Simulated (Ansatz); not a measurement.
Zr$_{2}$N:
```xyz
6
Lattice="5.3682 0.0000 0.0000 0.0000 5.3682 0.0000 0.0000 0.0000 3.2742" Properties=species:S:1:pos:R:3 pbc="T T T"
Zr     1.5903     1.5903     0.0000
Zr     3.7779     3.7779     0.0000
Zr     1.0938     4.2744     1.6371
Zr     4.2744     1.0938     1.6371
N      0.0000     0.0000     0.0000
N      2.6841     2.6841     1.6371
```

Relaxed with PBEsol. Special points in fractions of this cell's reciprocal vectors: Γ (0.000, 0.000, 0.000); X (0.000, 0.500, 0.000); M (0.500, 0.500, 0.000); Z (0.000, 0.000, 0.500); R (0.000, 0.500, 0.500); A (0.500, 0.500, 0.500).

Question: List the band energies nearest the Fermi level at these points for the program Ansatz at the PBEsol with spin–orbit coupling level (PAW).

Answer: In eV from the Fermi level; about four levels below and three above (degenerate sets whole), none deeper than 8.9 eV; points with the same levels are listed once.

```json
[
 {"k": "Γ", "below": "-3.35 -3.35 -2.05 -2.05", "above": "0.33 0.33 0.52 0.52"},
 {"k": "X", "below": "-1.03 -1.03 -1.03 -1.03", "above": "1.40 1.40 1.40 1.40"},
 {"k": "M", "below": "-1.16 -1.16 -1.16 -1.16", "above": "0.90 0.90 0.90 0.90"},
 {"k": "Z", "below": "-1.15 -1.15 -1.15 -1.15", "above": "1.92 1.92 1.92 1.92"},
 {"k": "R", "below": "-0.80 -0.80 -0.79 -0.79", "above": "1.47 1.47 1.53 1.53"},
 {"k": "A", "below": "-0.28 -0.28 -0.28 -0.28", "above": "1.14 1.14 1.14 1.14"}
]
```

Space group P4_2/mnm (anti-rutile). The first step of the workflow began from a Materials Project structure, measured or hypothetical; the Crystallography Open Database copy checked does not list it. Its standing as an ambient phase is unchecked. Symmetry was held in the PBEsol relaxation; of distortions, only those at the zone centre were tested. The run is not spin-polarised.

Potentials: the later of the program's two PAW sets.
